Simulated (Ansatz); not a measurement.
CaAl2Ge2:
```
CELL_PARAMETERS angstrom
      4.16931     0.00000     0.00000
     -2.08466     3.61073     0.00000
      0.00000     0.00000     7.15043
ATOMIC_POSITIONS crystal
  Ca 0.00000 0.00000 0.00000
  Al 0.33333 0.66667 0.62775
  Al 0.66667 0.33333 0.37225
  Ge 0.33333 0.66667 0.26142
  Ge 0.66667 0.33333 0.73858
```

Relaxed with r²SCAN.

Map the electron localisation function on the plane through (0.000, 0.000, 0.000) spanned by u = [0, 0, 1] and v = [1, -1, 0] in lattice vectors, from r²SCAN in the plane-wave PAW code Ansatz.

x is the fraction of u, y of v (the angle between them is 90°; rows are the nearest grid lines); atoms in the plane: Ca at (0.00, 0.00), Al at (0.63, 0.33), Al at (0.37, 0.67), Ge at (0.26, 0.33), Ge at (0.74, 0.67).
```
y \ x   0.000  0.0833  0.194  0.278  0.361  0.444  0.556  0.639  0.722  0.806  0.917   1.00
------  -----  ------  -----  -----  -----  -----  -----  -----  -----  -----  -----  -----
1.00    0.722   0.856  0.019  0.040  0.032  0.016  0.016  0.032  0.040  0.019  0.856  0.722
0.917   0.857   0.720  0.039  0.126  0.102  0.050  0.061  0.141  0.212  0.073  0.725  0.857
0.833   0.065   0.025  0.220  0.402  0.329  0.205  0.334  0.482  0.531  0.616  0.084  0.065
0.778   0.078   0.044  0.337  0.491  0.223  0.269  0.560  0.441  0.367  0.478  0.588  0.078
0.694   0.350   0.065  0.310  0.135  0.168  0.063  0.718  0.304  0.008  0.144  0.742  0.350
0.611   0.301   0.078  0.407  0.409  0.012  0.155  0.701  0.355  0.050  0.261  0.744  0.301
0.528   0.128   0.310  0.726  0.853  0.837  0.604  0.631  0.737  0.595  0.631  0.596  0.128
0.472   0.128   0.596  0.631  0.595  0.737  0.631  0.604  0.837  0.853  0.726  0.310  0.128
0.389   0.301   0.744  0.261  0.050  0.355  0.701  0.155  0.012  0.409  0.407  0.078  0.301
0.306   0.350   0.742  0.144  0.008  0.304  0.718  0.063  0.168  0.135  0.310  0.065  0.350
0.222   0.078   0.588  0.478  0.367  0.441  0.560  0.269  0.223  0.491  0.337  0.044  0.078
0.167   0.065   0.084  0.616  0.531  0.482  0.334  0.205  0.329  0.402  0.220  0.025  0.065
0.0833  0.857   0.725  0.073  0.212  0.141  0.061  0.050  0.102  0.126  0.039  0.720  0.857
0.000   0.722   0.856  0.019  0.040  0.032  0.016  0.016  0.032  0.040  0.019  0.856  0.722
```

The density is the valence pseudo-density with augmentation charge, so density and ELF within about 1 Å of a nucleus are not all-electron values.

Space group P-3m1. The workflow started from an entry of the Crystallography Open Database (COD, 293 K). Its standing as an ambient phase is unchecked. Symmetry was held in the r²SCAN relaxation; whether a distortion lowers the energy is not shown.

Potentials: the later of the program's two PAW sets.
